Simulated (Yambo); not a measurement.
A G0W0@PBEsol run in Yambo for a free-standing WS2 monolayer (symmetry Amm2, slab cell 16.1 Å high) under uniaxial strain of -2 % along x, the other axes held (6×6×1 Γ-centred k mesh, bands 2 to 131 and a 8 Ry block in the screening, 131 bands in G with the Bruneval-Gonze terminator, plasmon pole fitted at 27.2 eV, slab-truncated Coulomb interaction, stochastic integration of W near q = 0) gives these matrix elements, in eV, at the band edges ((0.333, 0.333) → (0.333, -0.167)):

```csv
state,E0,<Vxc>,<Σx>,<Σc(E0)>,Z
valence edge,0.000,-15.204,-15.705,0.288,0.756
conduction edge,1.940,-14.269,-10.145,-3.335,0.760
```

### Question
Solve the linearised quasiparticle equation for both states, give the gap, and say how exchange and correlation each act on it.

### Answer
E = E0 + Z(Σx + Σc − Vxc). Valence: 0.000 + 0.756 × (-15.705 + (0.288) − (-15.204)) = -0.16 eV. Conduction: 1.940 + 0.760 × (-10.145 + (-3.335) − (-14.269)) = 2.54 eV. The gap is 2.70 eV, against 1.94 eV in PBEsol. Replacing Vxc by bare exchange alone would open it by 4.63 eV; correlation takes back 3.62 eV of that, and Z scales what is left. Convergence of the G0W0 settings was not tested. Without spin-orbit coupling, band edges of such heavy elements can be off by tenths of an eV.

Geometry strained from the cell relaxed with PBEsol, atoms relaxed again; primitive cell a = 3.0827 Å, b = 3.1300 Å, c = 16.1000 Å, α = 90.00°, β = 90.00°, γ = 119.50°.
